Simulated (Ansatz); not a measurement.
All numbers below come from DFT PBE, scalar-relativistic, plane waves, PAW, and for the lanthanide a 4f-in-core norm-conserving potential, in Ansatz 0.2.0. Settings: cutoff 660 eV, Γ-centred meshes spaced at most about 0.3 Å⁻¹, and about 0.25 Å⁻¹ or finer for metals (2π included), Gaussian smearing. No spin polarisation in the final relaxations.

These are static total energies at zero pressure. All come from trial cells, and lower structures may exist.

**Question.** These unrelaxed guesses for NdAs3Pb2 are each relaxed within their symmetry. Order them by the energy at which they end, lowest first.
A.

```xyz
6
Lattice="4.9346 0.0000 0.0000 -2.4673 4.2735 0.0000 0.0000 0.0000 7.8665" Properties=species:S:1:pos:R:3 pbc="T T T"
Nd    0.0000    0.0000    0.0000
As    0.0000    2.8490    0.0000
As    2.4673    1.4245    0.0000
As    0.0000    0.0000    3.9333
Pb    0.0000    2.8490    3.9333
Pb    2.4673    1.4245    3.9333
```

B.

```xyz
6
Lattice="6.3583 0.0000 0.0000 -3.1792 5.5065 0.0000 0.0000 0.0000 4.6961" Properties=species:S:1:pos:R:3 pbc="T T T"
Nd    0.0000    0.0000    0.9046
As   -1.5896    2.7532    4.6728
As    3.1792    0.0000    4.6728
As    1.5896    2.7532    4.6728
Pb    3.1792    1.8355    2.3300
Pb    0.0000    3.6710    2.3300
```

C.

```xyz
6
Lattice="5.3183 0.0000 0.0000 -2.6592 4.6058 0.0000 0.0000 0.0000 7.5113" Properties=species:S:1:pos:R:3 pbc="T T T"
Nd    0.0000    0.0000    0.0000
As    2.6592    0.0000    0.0000
As   -1.3296    2.3029    0.0000
As    1.3296    2.3029    0.0000
Pb    0.0000    0.0000    2.2711
Pb    0.0000    0.0000    5.2402
```

D.

```xyz
6
Lattice="6.7666 0.0000 0.0000 -3.3833 5.8601 0.0000 0.0000 0.0000 3.8039" Properties=species:S:1:pos:R:3 pbc="T T T"
Nd    0.0000    0.0000    0.0000
As    3.3833    0.0000    1.9019
As    1.6917    2.9300    1.9019
As   -1.6917    2.9300    1.9019
Pb    0.0000    3.9067    0.0000
Pb    3.3833    1.9534    0.0000
```

**Answer.** A (ends in P6/mmm, 0 meV/atom), B (ends in P6mm, 78 meV/atom), D (ends in P6/mmm, 0.34 eV/atom), C (ends in P6/mmm, 0.60 eV/atom).

Spin–orbit coupling, which can matter for Pb, is left out. Cells relaxed within their symmetry can be saddle points. Some candidate types were left out of the draw beforehand, so a known form may be missing.

The lanthanide is trivalent by construction, without f bands, f moments or other valences.
